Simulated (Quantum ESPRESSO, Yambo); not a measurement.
Na₂CO₃ (space group P6_3/mmc, No. 194). The geometry is that of Materials Project entry mp-20495, symmetrised and not relaxed again. Chain: LDA (pw.x of Quantum ESPRESSO, ONCV potentials, no spin-orbit coupling); G0W0 in Yambo (3×3×2 Γ-centred k mesh, bands 5 to 220 and a 7 Ry block in the screening, 220 bands in G with the Bruneval-Gonze terminator, plasmon pole fitted at 27.2 eV); BSE (3×3×4 mesh, 16 valence and 13 conduction bands, static screening with 93 bands and a 3 Ry block, scissor 3.14 eV, Tamm-Dancoff).

- LDA gap (dense path): 3.14 eV
- LDA gap Γ → Γ on the GW mesh: 3.14 eV
- LDA smallest direct gap on the GW mesh, at Γ: 3.14 eV
- G0W0 direct gap at that point: 6.28 eV
- G0W0 correction to the gap Γ → Γ: 3.14 eV
- direct gap on the BSE mesh, with the scissor: 6.28 eV
- first BSE state allowed for light along x: 6.48 eV
- lowest BSE state: 4.38 eV
- binding of the lowest exciton: 1.91 eV
- RPA electronic dielectric constant along x: 2.43 (3×3×4 mesh, LDA bands)

Rough cost of the Yambo steps against G0W0 for 8 states: BSE within a factor of two, one RPA spectrum about 1/8.

Nearest settings tried, and what they do to the gap: 148 bands in W, 148 bands in G: +40 meV; 6 Ry block (237 vectors against 315): -51 meV. Not varied: mesh. So the settings aren't converged at that level. The BSE states are vertical excitations (zero momentum). Convergence of the RPA response with its 3×3×4 mesh was not tested. Convergence of the binding with the mesh was not shown. Axes are Cartesian, with cell vectors (Å) (5.21, 0.00, 0.00), (-2.61, 4.51, 0.00), (0.00, 0.00, 6.07).

The structure is a Materials Project entry; no match was found in the copy of COD used, and its stability was not checked.
